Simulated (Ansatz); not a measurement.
A geometry of MgSe away from equilibrium: the start of the relaxation of a generated trial cell of MgSe in the AFLOW prototype AB_tP8_136_g_f (as in BeO). These are r2SCAN (plane waves to 500 eV, PAW, scalar-relativistic; Ansatz, a first-principles code) values and carry that method's errors. Γ-centred k-mesh 5×5×8 on the run's cell, Fermi–Dirac smearing 0.05 eV.

```xyz
8
Lattice="7.0699 0.0000 0.0000 0.0000 7.0699 0.0000 0.0000 0.0000 4.0782" Properties=species:S:1:pos:R:3 pbc="T T T"
Mg     2.3755     4.6944     0.0000
Mg     5.9104     5.9104     2.0391
Mg     1.1595     1.1595     2.0391
Mg     4.6944     2.3755     0.0000
Se     2.1917     2.1917     0.0000
Se     5.7266     1.3433     2.0391
Se     1.3433     5.7266     2.0391
Se     4.8782     4.8782     0.0000
```

Question: What forces act on the atoms (eV/Å)?

Answer: 
| atom | Fx | Fy | Fz |
|---|---|---|---|
| Mg1 | -0.27 | 0.27 | 0.00 |
| Mg2 | -0.27 | -0.27 | 0.00 |
| Mg3 | 0.27 | 0.27 | 0.00 |
| Mg4 | 0.27 | -0.27 | 0.00 |
| Se5 | -0.16 | -0.16 | 0.00 |
| Se6 | -0.16 | 0.16 | 0.00 |
| Se7 | 0.16 | -0.16 | 0.00 |
| Se8 | 0.16 | 0.16 | 0.00 |

Question: What is the pressure?

Answer: +4.2 GPa, compression positive.

Question: How far above the relaxed end point is this geometry?

Answer: 0.03 eV/atom; the path ends in P4₂/mnm (No. 136) (AFLOW prototype AB_tP8_136_g_f (as in BeO)).

No spin polarisation in the result.

The run could not lose the symmetry of its start: the end is stationary, and may be a saddle point rather than a minimum.

The end of the path is a generated cell of MgSe: the first start was made by placing the elements on the sites of a structure type, and the end was not matched to a known phase here, so it may be hypothetical. Known forms of MgSe include space group No. 225.
